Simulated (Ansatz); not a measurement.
An elastic tensor (GPa, Voigt order, standard axes) from DFT-PBE in the program Ansatz with PAW potentials:

```
383  127  127  0.0  0.0  0.0
127  383  127  0.0  0.0  0.0
127  127  383  0.0  0.0  0.0
0.0  0.0  0.0  239  0.0  0.0
0.0  0.0  0.0  0.0  239  0.0
0.0  0.0  0.0  0.0  0.0  239
```

Q: Which of these materials gives this?
A) K, bcc (W type)
B) Cs, bcc (W type)
C) SiC, zinc blende
D) Ba, bcc (W type)

A: C, SiC, zinc blende

Space group F-43m (zinc blende). The PBE relaxation kept the symmetry of its start; phonons on a q-mesh show no instability.

Potentials: the later of the program's two PAW sets.
